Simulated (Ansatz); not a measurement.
F interstitial in LaAlH6, calculated

All numbers are calculated (r2SCAN, collinear spin, no spin-orbit coupling; Ansatz, PAW set soft_2, 500 eV, k-mesh 2×2×2), not measured.

The relaxed host crystal (Kohn–Sham gap 2.95 eV):

```
Al H La
1.0
     3.26096    1.88271    2.09915
    -3.26096    1.88271    2.09915
     0.00000   -3.76543    2.09915
Al H La
1 6 1
Direct
  0.00000 0.00000 0.00000
  0.93920 0.29165 0.29165
  0.29165 0.93920 0.29165
  0.29165 0.29165 0.93920
  0.06080 0.70835 0.70835
  0.70835 0.06080 0.70835
  0.70835 0.70835 0.06080
  0.50000 0.50000 0.50000
```

Supercell of 32 atoms, rows of the matrix [[0,1,-1],[-1,1,0],[1,2,1]] times the cell vectors; F interstitial at (0.200, 0.200, 0.550) in fractions of the cell above. Atoms are relaxed at the host's cell, from a start shaken by 0.05 Å near the defect.

Nearest atoms to the added F: relaxed Al 1.82 Å, H 2.14 Å, H 2.40 Å, H 2.40 Å, H 2.46 Å, H 2.46 Å, H 2.49 Å, La 2.52 Å.

The largest move of an atom from its ideal place is 1.8 Å, so the cell rearranged and didn't merely relax.

| charge | moment of the cell (μB) | moment on F (μB) | gap of the cell on the mesh (eV) | carriers |
| --- | --- | --- | --- | --- |
| 0 | 1.00 | 0.01 | 0.45 | none in the bands |

On this mesh the host's own supercell has a gap of 2.95 eV.

Formation energy of the neutral defect: -2.64 eV, taking atoms from and to the elements' standard states (no corrections for gases), so it belongs to those chemical potentials alone.

A negative value doesn't mean that the atoms enter by themselves: with the elements as reservoirs, compounds of them would form first.

Caveats: semilocal functionals make gaps too small, which shifts levels too; small supercell, so energies and levels can be off by tenths of an eV; one random start near the defect, so other minima are possible.
